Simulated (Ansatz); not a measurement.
Relaxation of a generated trial cell of TiAl in the AFLOW prototype AB_oP4_59_a_b (as in CuTe); 4 atoms in the cell, which starts as Pmmn, origin choice 1 (No. 59), oP4; a = 2.7802 Å, b = 3.6098 Å, c = 6.1340 Å, α = β = γ = 90.00°. Level of theory: PBE (plane waves to 420 eV, PAW, scalar-relativistic; Ansatz, an electronic-structure program). Γ-centred k-mesh 12×9×6 on the run's cell (coarser than for final values), Fermi–Dirac smearing 0.05 eV. This is the first round of the run. 

The optimiser's lines from the output (shortened; P is positive under compression):

```
relax step   1: F+E_penalty+E_count = -6067.94298340 eV  Δ(F+E_penalty+E_count) = +0.000e0 eV  max|allowed force component| = 8.242e0 eV/Å  Δτ_max = 0.0000 Å  P = +49.562 GPa  Ω = 61.561 Å³  (8 SCF iters, dr2 threshold 1.00e-7 eV, accepted)
relax step   2: F+E_penalty+E_count = -6071.43263413 eV  Δ(F+E_penalty+E_count) = -3.490e0 eV  max|allowed force component| = 4.414e0 eV/Å  Δτ_max = 0.1944 Å  P = +22.448 GPa  Ω = 65.368 Å³  (7 SCF iters, dr2 threshold 4.00e-7 eV, accepted)
relax step   3: F+E_penalty+E_count = -6072.95266764 eV  Δ(F+E_penalty+E_count) = -1.520e0 eV  max|allowed force component| = 1.881e0 eV/Å  Δτ_max = 0.1945 Å  P = +9.002 GPa  Ω = 67.401 Å³  (7 SCF iters, dr2 threshold 4.00e-7 eV, accepted)
relax step   4: F+E_penalty+E_count = -6073.65936796 eV  Δ(F+E_penalty+E_count) = -7.067e-1 eV  max|allowed force component| = 6.789e-1 eV/Å  Δτ_max = 0.1947 Å  P = +5.464 GPa  Ω = 66.687 Å³  (6 SCF iters, dr2 threshold 4.00e-7 eV, accepted)
relax step   5: F+E_penalty+E_count = -6074.15312839 eV  Δ(F+E_penalty+E_count) = -4.938e-1 eV  max|allowed force component| = 5.113e-1 eV/Å  Δτ_max = 0.1299 Å  P = +2.089 GPa  Ω = 67.062 Å³  (6 SCF iters, dr2 threshold 4.00e-7 eV, accepted)
relax step   6: F+E_penalty+E_count = -6074.55190025 eV  Δ(F+E_penalty+E_count) = -3.988e-1 eV  max|allowed force component| = 3.651e-1 eV/Å  Δτ_max = 0.0768 Å  P = +0.778 GPa  Ω = 66.617 Å³  (6 SCF iters, dr2 threshold 4.00e-7 eV, accepted)
relax step   7: F+E_penalty+E_count = -6074.83897870 eV  Δ(F+E_penalty+E_count) = -2.871e-1 eV  max|allowed force component| = 1.898e-1 eV/Å  Δτ_max = 0.0890 Å  P = +2.472 GPa  Ω = 64.855 Å³  (6 SCF iters, dr2 threshold 4.00e-7 eV, accepted)
relax step   8: F+E_penalty+E_count = -6074.95064871 eV  Δ(F+E_penalty+E_count) = -1.117e-1 eV  max|allowed force component| = 2.198e-1 eV/Å  Δτ_max = 0.0689 Å  P = -0.964 GPa  Ω = 66.537 Å³  (6 SCF iters, dr2 threshold 4.00e-7 eV, accepted)
relax step   9: F+E_penalty+E_count = -6074.97052277 eV  Δ(F+E_penalty+E_count) = -1.987e-2 eV  max|allowed force component| = 3.474e-1 eV/Å  Δτ_max = 0.0786 Å  P = +1.027 GPa  Ω = 65.358 Å³  (6 SCF iters, dr2 threshold 4.00e-7 eV, accepted)
relax step  10: F+E_penalty+E_count = -6075.01999026 eV  Δ(F+E_penalty+E_count) = -4.947e-2 eV  max|allowed force component| = 4.137e-1 eV/Å  Δτ_max = 0.0666 Å  P = -0.856 GPa  Ω = 66.239 Å³  (6 SCF iters, dr2 threshold 4.00e-7 eV, accepted)
relax step  11: F+E_penalty+E_count = -6075.20142312 eV  Δ(F+E_penalty+E_count) = -1.814e-1 eV  max|allowed force component| = 3.692e-1 eV/Å  Δτ_max = 0.1877 Å  P = -1.648 GPa  Ω = 66.167 Å³  (6 SCF iters, dr2 threshold 4.00e-7 eV, accepted)
relax step  12: F+E_penalty+E_count = -6075.30889889 eV  Δ(F+E_penalty+E_count) = -1.075e-1 eV  max|allowed force component| = 3.125e-1 eV/Å  Δτ_max = 0.1785 Å  P = -1.024 GPa  Ω = 65.424 Å³  (6 SCF iters, dr2 threshold 4.00e-7 eV, accepted)
relax step  13: F+E_penalty+E_count = -6075.47071935 eV  Δ(F+E_penalty+E_count) = -1.618e-1 eV  max|allowed force component| = 2.028e-1 eV/Å  Δτ_max = 0.0493 Å  P = -1.136 GPa  Ω = 65.089 Å³  (6 SCF iters, dr2 threshold 4.00e-7 eV, accepted)
relax step  14: F+E_penalty+E_count = -6075.62794806 eV  Δ(F+E_penalty+E_count) = -1.572e-1 eV  max|allowed force component| = 2.286e-1 eV/Å  Δτ_max = 0.0035 Å  P = +0.743 GPa  Ω = 63.714 Å³  (6 SCF iters, dr2 threshold 4.00e-7 eV, accepted)
relax step  15: F+E_penalty+E_count = -6075.70800346 eV  Δ(F+E_penalty+E_count) = -8.006e-2 eV  max|allowed force component| = 8.530e-2 eV/Å  Δτ_max = 0.0330 Å  P = +1.630 GPa  Ω = 62.807 Å³  (6 SCF iters, dr2 threshold 4.00e-7 eV, accepted)
relax step  16: F+E_penalty+E_count = -6075.71802430 eV  Δ(F+E_penalty+E_count) = -1.002e-2 eV  max|allowed force component| = 5.057e-3 eV/Å  Δτ_max = 0.0129 Å  P = -0.158 GPa  Ω = 63.304 Å³  (6 SCF iters, dr2 threshold 4.00e-7 eV, accepted)
relax step  17: F+E_penalty+E_count = -6075.71891577 eV  Δ(F+E_penalty+E_count) = -8.915e-4 eV  max|allowed force component| = 5.999e-4 eV/Å  Δτ_max = 0.0010 Å  P = +0.013 GPa  Ω = 63.327 Å³  (6 SCF iters, dr2 threshold 4.00e-7 eV, accepted)
relax step  18: F+E_penalty+E_count = -6075.71896409 eV  Δ(F+E_penalty+E_count) = -4.831e-5 eV  max|allowed force component| = 3.886e-4 eV/Å  Δτ_max = 0.0001 Å  P = -0.000 GPa  Ω = 63.314 Å³  (6 SCF iters, dr2 threshold 4.34e-8 eV, accepted)
relax step  19: F+E_penalty+E_count = -6075.88742576 eV  Δ(F+E_penalty+E_count) = -1.685e-1 eV  max|allowed force component| = 3.891e-4 eV/Å  Δτ_max = 0.0000 Å  P = +3.014 GPa  Ω = 63.314 Å³  stress off target by 7.07e0 GPa  SCF on the basis re-selected at this cell (its energy is not comparable with the rows above)  (8 SCF iters)
relax step  20: F+E_penalty+E_count = -6075.95224432 eV  Δ(F+E_penalty+E_count) = -6.482e-2 eV  max|allowed force component| = 4.476e-3 eV/Å  Δτ_max = 0.0005 Å  P = +1.059 GPa  Ω = 64.327 Å³  (6 SCF iters, dr2 threshold 4.00e-7 eV, accepted)
relax step  21: F+E_penalty+E_count = -6075.97741126 eV  Δ(F+E_penalty+E_count) = -2.517e-2 eV  max|allowed force component| = 1.789e-2 eV/Å  Δτ_max = 0.0026 Å  P = +0.306 GPa  Ω = 64.761 Å³  (6 SCF iters, dr2 threshold 4.00e-7 eV, accepted)
relax step  22: F+E_penalty+E_count = -6075.97852373 eV  Δ(F+E_penalty+E_count) = -1.112e-3 eV  max|allowed force component| = 9.493e-4 eV/Å  Δτ_max = 0.0030 Å  P = -0.159 GPa  Ω = 65.015 Å³  (6 SCF iters, dr2 threshold 4.00e-7 eV, accepted)
relax step  23: F+E_penalty+E_count = -6075.97868443 eV  Δ(F+E_penalty+E_count) = -1.607e-4 eV  max|allowed force component| = 6.492e-4 eV/Å  Δτ_max = 0.0000 Å  P = +0.004 GPa  Ω = 64.925 Å³  (6 SCF iters, dr2 threshold 2.51e-7 eV, accepted)
relax step  24: F+E_penalty+E_count = -6075.97949117 eV  Δ(F+E_penalty+E_count) = -8.067e-4 eV  max|allowed force component| = 6.492e-4 eV/Å  Δτ_max = 0.0000 Å  P = +0.010 GPa  Ω = 64.925 Å³  stress off target by 3.47e-2 GPa  SCF on the basis re-selected at this cell (its energy is not comparable with the rows above)  (6 SCF iters)
relax step  25: F+E_penalty+E_count = -6075.97949231 eV  Δ(F+E_penalty+E_count) = -1.134e-6 eV  max|allowed force component| = 4.278e-5 eV/Å  Δτ_max = 0.0001 Å  P = +0.000 GPa  Ω = 64.930 Å³  (6 SCF iters, dr2 threshold 3.01e-9 eV, accepted)
relax step  26: F+E_penalty+E_count = -6075.97949236 eV  Δ(F+E_penalty+E_count) = -5.585e-8 eV  max|allowed force component| = 4.278e-5 eV/Å  Δτ_max = 0.0000 Å  P = +0.000 GPa  Ω = 64.930 Å³  stress off target by 1.99e-3 GPa  SCF on the basis re-selected at this cell (its energy is not comparable with the rows above)  (9 SCF iters)
```

From the first to the last row the energy changes by -2.01 eV/atom and the volume by +5.5 %. The last row is marked as not comparable with the walk above it, whose basis was carried along; it does compare with step 1, since both stand on a basis selected at the nominal cutoff for their own cell.

Energy and pressure jump between steps 18 and 19 at one geometry, where the plane-wave basis was selected anew. While the cell walks, the set of plane waves is carried along, so its effective cutoff drifts with the strain; re-selecting it at 420 eV moved the energy by -0.042 eV/atom and the pressure by 3.0 GPa. Only step 1 and rows on a re-selected basis compare with each other.

Later rounds, restarted from the end of this one on a renewed k-mesh, logged 7 more steps and released under 0.01 eV/atom more. The final structure after all rounds: P4/mmm (No. 123), tP2, AFLOW prototype AB_tP2_123_a_d (L1_0, as in CuAu); a = b = 2.824 Å, c = 4.071 Å, α = β = γ = 90.00°. Between re-selections the logged energies stand on a plane-wave basis carried along with the cell. No spin polarisation in the result.

The run could not lose the symmetry of its start.

The first start was generated by placing the elements on the sites of a structure type. A measured structure of TiAl has the same space group, P4/mmm (No. 123); the sites were not compared with it.
